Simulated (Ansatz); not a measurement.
CdS:
```yaml
crystal:
  lattice:
    - [4.16414, 0.00000, 0.00000]
    - [-2.08207, 3.60625, 0.00000]
    - [0.00000, 0.00000, 6.76581]
  atoms:
    - { symbol: Cd, position: [0.66667, 0.33333, 0.00108] }
    - { symbol: Cd, position: [0.33333, 0.66667, 0.50108] }
    - { symbol: S, position: [0.66667, 0.33333, 0.62412] }
    - { symbol: S, position: [0.33333, 0.66667, 0.12412] }
```

r²SCAN (plane waves, PAW; program Ansatz) gives a gap of 1.63 eV without spin–orbit coupling, maximum at Γ, minimum at Γ.

**Question.** What happens when spin–orbit coupling is switched on?

**Answer.** The gap decreases by 0.01 eV, to 1.62 eV; maximum at Γ, minimum at Γ.

**Question.** Give the electron effective mass with spin–orbit coupling.

**Answer.** 0.15, 0.16, 0.16 mₑ (principal values).

**Question.** Give the hole effective mass with spin–orbit coupling.

**Answer.** 0.32, 0.32, 1.7 mₑ (principal values).

Space group P6_3mc (wurtzite). Symmetry was held in the r²SCAN relaxation; phonons on a q-mesh show no instability.

Potentials: the later of the program's two PAW sets.
